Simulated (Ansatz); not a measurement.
P₂W in space group C2/m (No. 12; P on 4i, P on 4i, W on 4i) at seven volumes, plane-wave PAW r²SCAN (Ansatz code), shape and atoms relaxed at each. One row is withheld.

| V (Å³/atom) | P (GPa) |
|---|---|
| 13.386 | 22.74 |
| 13.827 | ? |
| 14.269 | 6.39 |
| 14.710 | 0.00 |
| 15.151 | -5.43 |
| 15.592 | -10.04 |
| 16.034 | -13.93 |

Problem. Fit the shown pressures and predict the withheld one.

Solution. Third-order Birch–Murnaghan: P = (3/2)B₀(x^(7/2) − x^(5/2))[1 + (3/4)(B′ − 4)(x − 1)] with x = (V₀/V)^(2/3). Least squares on the six rows gives V₀ = 14.710 Å³/atom, B₀ = 195.7 GPa, B′ = 4.42. At V = 13.827, x = 1.0421 and P = 13.89 GPa. The run itself gave 13.91 GPa.

The first step of the workflow began from a Materials Project structure, measured or hypothetical; the Crystallography Open Database files this formula in space group No. 12, but the cells were not matched. Whether it is the stable phase at ambient conditions was not checked. The cell was relaxed with r²SCAN under the symmetry of its start; whether a distortion lowers the energy is not shown. No spin polarisation was allowed. Scalar-relativistic: spin–orbit coupling is off unless named, which matters more the heavier the elements.

Potentials: the earlier of the program's two PAW sets.
